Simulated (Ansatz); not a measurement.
Space group P-3m1 (No. 164). a = 4.791 Å, b = 4.791 Å, c = 8.191 Å, α = 90.00°, β = 90.00°, γ = 120.00°
| atom | site | symmetry | x | y | z |
| --- | --- | --- | --- | --- | --- |
| Ba | 1a | -3m. | 0.0000 | 0.0000 | 0.0000 |
| Mg | 2d | 3m. | 0.3333 | 0.6667 | 0.6232 |
| Sb | 2d | 3m. | 0.3333 | 0.6667 | 0.2694 |

Equation of state of this BaMg₂Sb₂ structure (not necessarily the ground state), with shape and atoms relaxed at each volume where symmetry leaves them free. These are results of DFT r2SCAN, scalar-relativistic, plane waves, PAW (Ansatz 0.2.0), not measurements.

Plane waves to 500 eV, a k mesh through Γ of 6×6×4 on the computed 5-atom cell and Gaussian smearing (0.02 eV); no spin polarisation.

```json
{"V (Å³/atom)": "28.653", "E − E(largest V) (meV/atom)": "38.36", "P (GPa)": "6.62", "gap on mesh (eV)": "1.08"}
{"V (Å³/atom)": "29.630", "E − E(largest V) (meV/atom)": "4.45", "P (GPa)": "4.56", "gap on mesh (eV)": "1.12"}
{"V (Å³/atom)": "30.606", "E − E(largest V) (meV/atom)": "-17.82", "P (GPa)": "2.79", "gap on mesh (eV)": "1.15"}
{"V (Å³/atom)": "31.583", "E − E(largest V) (meV/atom)": "-30.15", "P (GPa)": "1.29", "gap on mesh (eV)": "1.18"}
{"V (Å³/atom)": "32.560", "E − E(largest V) (meV/atom)": "-33.99", "P (GPa)": "0.00", "gap on mesh (eV)": "1.20"}
{"V (Å³/atom)": "33.537", "E − E(largest V) (meV/atom)": "-30.58", "P (GPa)": "-1.10", "gap on mesh (eV)": "1.22"}
{"V (Å³/atom)": "34.514", "E − E(largest V) (meV/atom)": "-20.95", "P (GPa)": "-2.04", "gap on mesh (eV)": "1.24"}
{"V (Å³/atom)": "35.816", "E − E(largest V) (meV/atom)": "0.00", "P (GPa)": "-3.08", "gap on mesh (eV)": "1.25"}
```

Fit a third-order Birch–Murnaghan equation to E(V).

V0 = 32.56 Å³/atom, B0 = 40 GPa, B0' = 4.2.

Spin-orbit coupling is left out, which matters for the bands of heavy elements.

The gaps are read on the mesh, which can miss the band edges, so they can be too wide.